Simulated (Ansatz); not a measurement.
GaAs:
```xyz
2
Lattice="0.0000 2.8327 2.8327 2.8327 0.0000 2.8327 2.8327 2.8327 0.0000" Properties=species:S:1:pos:R:3 pbc="T T T"
Ga     0.0000     0.0000     0.0000
As     4.2491     4.2491     4.2491
```

Relaxed with r²SCAN. Special points in fractions of this cell's reciprocal vectors: Γ (0.000, 0.000, 0.000); X (0.500, 0.000, 0.500); U (0.625, 0.250, 0.625); K (0.375, 0.375, 0.750); L (0.500, 0.500, 0.500); W (0.500, 0.250, 0.750).

Task: List the band energies nearest the valence-band maximum at these points for the program Ansatz at the r²SCAN with spin–orbit coupling level (PAW).

Result: In eV from the valence-band maximum; about four levels below and three above (degenerate sets whole), none deeper than 8.9 eV; points with the same levels are listed once.

```tsv
k	below	above
Γ	0.00 0.00 0.00 0.00	0.86 0.86 3.82 3.82
X	-2.90 -2.90 -2.82 -2.82	1.67 1.67 1.86 1.86
U	-4.08 -4.02 -2.43 -2.43	2.17 2.18 4.88
L	-1.38 -1.38 -1.18 -1.18	1.25 1.25 4.85 4.85
W	-3.78 -3.66 -3.53 -3.49	4.78 4.96 4.97
```

Space group F-43m (zinc blende). Symmetry was held in the r²SCAN relaxation; phonons on a q-mesh show no instability.

Potentials: the earlier of the program's two PAW sets.
